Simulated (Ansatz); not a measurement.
CuCl:
Space group F-43m (No. 216); a = 5.2075 Å, b = 5.2075 Å, c = 5.2075 Å, α = 90.00°, β = 90.00°, γ = 90.00°

```tsv
atom	site	symmetry	x	y	z
Cu	4a	-43m	0.0000	0.0000	0.0000
Cl	4c	-43m	0.2500	0.2500	0.2500
```
(The calculation used a cell of 2 atoms; values per cell refer to that cell.)

Relaxed with LDA.

### Question
Decompose the optical modes at the zone centre into irreducible representations, and say which are infrared and Raman allowed.

### Answer
Point group -43m: Γ_opt = T2. Infrared: T2. Raman: T2.

### Question
Assign frequencies (DFPT, plane-wave PAW LDA (Ansatz code); without the LO–TO term).

### Answer
T2 190 cm⁻¹.

The cell was relaxed with LDA under the symmetry of its start. The run is not spin-polarised.

Potentials: the earlier of the program's two PAW sets. The files were generated under PBE; for other functionals the program regenerates the frozen cores, and for LDA and PBEsol the local potential too.
